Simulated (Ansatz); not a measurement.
Geometry optimisation in Ansatz: input, command and trajectory.

```yaml
crystal:
  lattice:
    - [0.0, 3.6448728405, 3.6448728405]
    - [3.6448728405, 0.0, 3.6448728405]
    - [3.6448728405, 3.6448728405, 0.0]
  atoms:
    - { symbol: Ca, position: [0.25, 0.25, 0.25] }
    - { symbol: Ca, position: [0.75, 0.75, 0.75] }
    - { symbol: I, position: [0.0, 0.0, 0.0] }
basis:
  ecutwfc: 420
kpoints:
  mp_grid: { grid: [4, 4, 4] }
hamiltonian:
  xc: pbe
scf:
  occupations: { method: gaussian, width: 0.1 }
  lower_state_search: "off"
output:
  forces: true
  stress: true
  eigenvalues: true
relax:
  adjacent_minimum: "off"
  f_tol: 0.04
  max_steps: 70
  cell: { stress_tol: 0.4 }
```

```bash
ansatz run input.yaml --threads 1 --pin off --max-ram 2560MiB --backend cpu --events-out ev --progress --plain --runs-dir out
```

The calculation used DFT PBE, scalar-relativistic, plane waves, PAW (Ansatz 0.2.0).

Of 4 frames 4 are shown, positions in Å and forces in eV/Å; the SCF threshold varies from step to step. Steps run on the plane waves of an earlier cell, with a Pulay correction in the pressure. The basis is chosen afresh for the last frame, the zero of the energies, and at times for earlier ones too; energy and pressure step there, also at an unchanged geometry.

```xyz
3
Lattice="0.0000 3.6449 3.6449 3.6449 0.0000 3.6449 3.6449 3.6449 0.0000" Properties=species:S:1:pos:R:3:forces:R:3 pbc="T T T" step=1 free_energy_over_end_meV_per_atom=94.76 pressure_GPa=4.51
Ca    1.8224    1.8224    1.8224    0.0000    0.0000    0.0000
Ca    5.4673    5.4673    5.4673    0.0000    0.0000    0.0000
I     0.0000    0.0000    0.0000    0.0000    0.0000    0.0000
3
Lattice="0.0000 3.8002 3.8002 3.8002 0.0000 3.8002 3.8002 3.8002 0.0000" Properties=species:S:1:pos:R:3:forces:R:3 pbc="T T T" step=2 free_energy_over_end_meV_per_atom=15.35 pressure_GPa=1.57
Ca    1.9001    1.9001    1.9001    0.0000    0.0000    0.0000
Ca    5.7004    5.7004    5.7004    0.0000    0.0000    0.0000
I     0.0000    0.0000    0.0000    0.0000    0.0000    0.0000
3
Lattice="0.0000 3.8949 3.8949 3.8949 0.0000 3.8949 3.8949 3.8949 0.0000" Properties=species:S:1:pos:R:3:forces:R:3 pbc="T T T" step=3 free_energy_over_end_meV_per_atom=0.53 pressure_GPa=0.23
Ca    1.9475    1.9475    1.9475    0.0000    0.0000    0.0000
Ca    5.8424    5.8424    5.8424    0.0000    0.0000    0.0000
I     0.0000    0.0000    0.0000    0.0000    0.0000    0.0000
3
Lattice="0.0000 3.8949 3.8949 3.8949 0.0000 3.8949 3.8949 3.8949 0.0000" Properties=species:S:1:pos:R:3:forces:R:3 pbc="T T T" step=4 free_energy_over_end_meV_per_atom=0.00 pressure_GPa=0.25
Ca    1.9475    1.9475    1.9475    0.0000    0.0000    0.0000
Ca    5.8424    5.8424    5.8424    0.0000    0.0000    0.0000
I     0.0000    0.0000    0.0000    0.0000    0.0000    0.0000
```

The start puts this composition into another compound's structure type, which needn't suit it. At the end the space group is Fm-3m (tolerance 0.05 Å).

It took 12 s on 1 thread of Intel(R) Xeon(R) Platinum 8259CL CPU @ 2.50GHz (Skylake/Cascade Lake), on a shared host, peak memory 0.42 GiB.

The k mesh is coarse. Spin polarisation was left out, and a magnetic state may lie lower.